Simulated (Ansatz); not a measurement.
Relaxing an invented K2Rb3 structure

Method: Ansatz, DFT PBE, scalar-relativistic, plane waves, PAW. Cutoff 420 eV, Gaussian smearing, Γ-centred meshes. In-plane cell and atoms relax first on a coarse mesh and then on a finer one. In metals the finer mesh still leaves noise of several meV/atom or more. The steps can't lower the symmetry of their start. No spin polarisation.

The guess for K2Rb3 was made by a generator: species swapped into a sheet modelled on a layer of Bi2Te3, with K on the Bi sites and Rb on the Te sites. The dimensions are guesses.

This is a two-dimensional sheet: the third axis spans vacuum and isn't periodic.

```yaml
crystal:
  periodic: [true, true, false]
  lattice:
    - [6.57670, 0.00000, 0.00000]
    - [-3.28835, 5.69559, 0.00000]
    - [0.00000, 0.00000, 26.00000]
  atoms:
    - { symbol: K, position: [0.66667, 0.33333, 0.61478] }
    - { symbol: K, position: [0.33333, 0.66667, 0.38522] }
    - { symbol: Rb, position: [0.33333, 0.66667, 0.71226] }
    - { symbol: Rb, position: [0.00000, 0.00000, 0.50000] }
    - { symbol: Rb, position: [0.66667, 0.33333, 0.28774] }
```

The zero of energy is the elements' standard structures at the same level; no fitted shifts are applied.

Question: Describe the relaxed structure.

Answer: The symmetry stays p-3m1 (No. 72). The area per atom shrinks by 44.2 %, from 7.5 to 4.2 Å². The shortest distance goes from 4.57 Å (K–Rb) to 4.85 Å (K–Rb). The energy falls by about 0.16 eV/atom (the start's value is from the coarse mesh). The program sets the height of the box itself, so the height of the cell differs between start and end. In-plane cell: a = 4.913 Å, b = 4.913 Å, γ = 120.0°, thickness 15.81 Å between the outermost nuclei.

```yaml
crystal:
  periodic: [true, true, false]
  lattice:
    - [4.91282, 0.00000, 0.00000]
    - [-2.45641, 4.25462, 0.00000]
    - [0.00000, 0.00000, 53.45622]
  atoms:
    - { symbol: K, position: [0.66667, 0.33333, 0.31739] }
    - { symbol: K, position: [0.33333, 0.66667, 0.16899] }
    - { symbol: Rb, position: [0.33333, 0.66667, 0.39104] }
    - { symbol: Rb, position: [0.00000, 0.00000, 0.24319] }
    - { symbol: Rb, position: [0.66667, 0.33333, 0.09534] }
```

Question: Give its energy and gap.

Answer: The energy over the elements is +0.05 eV/atom. The gap on the 12×12×1 mesh of the 5-atom cell is 0 eV (a metal).

A positive value: parting into the elements would lower its energy.

The last run used Gaussian smearing of 0.10 eV. A structure relaxed within its symmetry needn't be a true minimum.
